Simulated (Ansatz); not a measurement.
## Find the missing element

Cell vectors (Å):

```
2.9936 0.0000 0.0000
0.0000 2.9936 0.0000
0.0000 0.0000 2.9936
```

| atom | a | b | c |
| --- | --- | --- | --- |
| X | 0.0000 | 0.0000 | 0.0000 |
| Os | 0.5000 | 0.5000 | 0.5000 |

Level of theory: PBEsol, PAW on Ansatz 0.2.0's default frozen-core files (fitted under PBE), scalar-relativistic. k mesh 16×16×16, strains of ±0.008, Fermi-Dirac smearing of 0.100 eV.

Elastic constants of a crystal by Kohn-Sham DFT: slopes of the stress over finite engineering strains of the given cell, Voigt indices, Cartesian axes as in the cell vectors.

```csv
index,elastic (GPa)
11,368.6
12,191.4
44,164.1
```

Problem. All X atoms are one element. Which one was computed?

Solution. Al; the crystal is AlOs (Pm-3m, a database entry that needn't be its stable phase).

Keep in mind: frozen-core PAW files fitted under PBE, their cores solved anew for the functional of the run; responses of metals move with mesh and smearing; no spin-orbit coupling on heavy atoms.
